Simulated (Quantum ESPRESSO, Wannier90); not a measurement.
Au (bcc (W type), model phase), plane waves to Wannier functions

```
Au
1.0
   -1.65727     1.65727     1.65727
    1.65727    -1.65727     1.65727
    1.65727     1.65727    -1.65727
Au
1
Direct
  0.00000   0.00000   0.00000
```

Structure: Materials Project mp-2647062, symmetrised, not relaxed again. This isn't the element's usual structure (fcc); take it as a model of another phase. Computed values, not measurements, from PBEsol: Quantum ESPRESSO (norm-conserving PseudoDojo potentials, cutoff 61 Ry, spinors with spin-orbit coupling) on a Γ-centred 10×10×10 mesh, then Wannier90. Density: 18×18×18 mesh, cold smearing 0.01 Ry.

Base run: 18 functions from bands 9-42 of the 42 computed, start hydrogen-like Au: s;p;d, centres 0.05 Å off the atoms, frozen window up to 1.50 eV relative to the Fermi level, outer window open. One thing is changed at a time; window edges are relative to the Fermi level. The misfit compares interpolated bands with pw.x on a high-symmetry path, for states up to 1.0 eV relative to the Fermi level. Converged means that the tolerances were met: symmetric starts can stop on a saddle, which shows as a larger Ω_OD at equal Ω_I and can move the misfit too.

```
setting                    functions  frozen to (eV)  Ω_I (Å²)  Ω_D (Å²)  Ω_OD (Å²)  rms misfit (meV)  worst (meV)                          ended
-------------------------  ---------  --------------  --------  --------  ---------  ----------------  -----------  -----------------------------
base                              18            1.50     14.58      0.01       3.07               1.8           26                      converged
frozen window to 0.50 eV          18            0.50     14.55      0.00       3.06               3.1           48                      converged
frozen window to -1.50 eV         18           -1.50     14.52      0.00       3.05               8.0          120                      converged
frozen window to 1.00 eV          18            1.00     14.57      0.01       3.07               1.9           27                      converged
frozen window to 15.80 eV         18           15.80         –         –          –                 –            –  stops: too many frozen states
no frozen window                  18            none     14.08      0.00       2.59               310          889                      converged
outer window to 22.88 eV          18            1.50     20.71      0.02       4.34                12           81                      converged
```

Runs of this sweep that didn't settle are not listed.
